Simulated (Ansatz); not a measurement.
The relaxed structure here is a generated cell of Ti2C: the first start was made by placing the elements on the sites of a structure type, and the end was not matched to a known phase here, so it may be hypothetical.

The start is a generated cell, Ti2C built in the AFLOW prototype A2B_hP9_150_ef_bd (C22, as in Fe2P). The structure is fully relaxed (lattice and positions, P = 0) with PBEsol (plane waves to 420 eV, PAW, scalar-relativistic; Ansatz, an electronic-structure program). The first steps use a coarse 5×5×6 k-mesh.

The start:
```yaml
crystal:
  lattice:
    - [6.16250, 0.00000, 0.00000]
    - [-3.08125, 5.33688, 0.00000]
    - [0.00000, 0.00000, 3.63430]
  atoms:
    - { symbol: Ti, position: [0.26000, 0.00000, 0.00000] }
    - { symbol: Ti, position: [0.00000, 0.26000, 0.00000] }
    - { symbol: Ti, position: [0.74000, 0.74000, 0.00000] }
    - { symbol: Ti, position: [0.60000, 0.00000, 0.50000] }
    - { symbol: Ti, position: [0.00000, 0.60000, 0.50000] }
    - { symbol: Ti, position: [0.40000, 0.40000, 0.50000] }
    - { symbol: C, position: [0.00000, 0.00000, 0.50000] }
    - { symbol: C, position: [0.33333, 0.66667, 0.87500] }
    - { symbol: C, position: [0.66667, 0.33333, 0.12500] }
```

Problem. Which atoms feel the largest initial force, and how large is it?

Solution. About 0.5 eV/Å, on C8, C9 (atoms numbered as listed).

Problem. What symmetry does the relaxed structure have?

Solution. The space group goes from P321 (No. 150) to P-62m (No. 189); the end is AFLOW prototype A2B_hP9_189_fg_bc (C22, as in Fe2P), with 9 atoms in the primitive cell.

Problem. How much energy is released per atom?

Solution. 0.26 eV/atom.

Problem. How does the volume per atom move from start to end?

Solution. -15.2 %, from 13.28 to 11.26 Å³/atom.

Problem. How do the shortest distances between atoms change?

Solution. The closest pairs of elements (up to four, under 3.6 Å), start → end: C–Ti 2.32 → 2.22 Å; Ti–Ti 2.77 → 2.58 Å; C–C 3.63 → 3.19 Å.

Problem. What band gap does the relaxed structure have at this level?

Solution. No gap (metallic).

Problem. What does it relax into? Give the structure.

Solution. 
```cif
data_C3Ti6
_chemical_formula_sum 'Ti6 C3'
_space_group_name_H-M_alt 'P-62m'
_space_group_IT_number 189
_space_group_name_Hall 'P -6 -2'
_cell_length_a 6.05284
_cell_length_b 6.05284
_cell_length_c 3.19420
_cell_angle_alpha 90.000
_cell_angle_beta 90.000
_cell_angle_gamma 120.000
loop_
_atom_site_label
_atom_site_type_symbol
_atom_site_symmetry_multiplicity
_atom_site_Wyckoff_symbol
_atom_site_fract_x
_atom_site_fract_y
_atom_site_fract_z
_atom_site_occupancy
Ti1 Ti 3 f 0.00000 0.25480 0.00000 1
Ti2 Ti 3 g 0.40975 0.40975 0.50000 1
C1 C 1 b 0.00000 0.00000 0.50000 1
C2 C 2 c 0.33333 0.66667 0.00000 1
```

Final values are on a 9×9×15 k-mesh of the relaxed cell. No spin polarisation in the result.

The run could not lose the symmetry of its start: the end is stationary, and may be a saddle point rather than a minimum.
